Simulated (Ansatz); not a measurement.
BAs (CsCl type, Pm-3m) at seven volumes, PBEsol (plane waves, PAW; program Ansatz), scaled uniformly. One row is withheld.

```
V (Å³/atom)  P (GPa)
-----------  -------
11.130         12.97
11.497             ?
11.864          3.64
12.231          0.00
12.598         -3.23
12.965         -5.99
13.332         -8.36
```

Fit the shown pressures and predict the withheld one.

P = (3/2)B₀(x^(7/2) − x^(5/2))[1 + (3/4)(B′ − 4)(x − 1)] with x = (V₀/V)^(2/3). Least squares on the six rows gives V₀ = 12.227 Å³/atom, B₀ = 115 GPa, B′ = 3.93. At V = 11.497, x = 1.0419 and P = 7.99 GPa. The run itself gave 8.04 GPa.

The start of the workflow was typed in or built on a structure type; neither database checked (COD, Materials Project) lists it. It is not the phase usual at ambient conditions (space group No. 216). The cell was relaxed with PBEsol under the symmetry of its start. At this level the phase is dynamically unstable (imaginary phonons). The volume moved by 26 % from the start of the relaxation. Its formation energy is positive at this level, so the cell may be metastable or incomplete.

Potentials: the later of the program's two PAW sets.
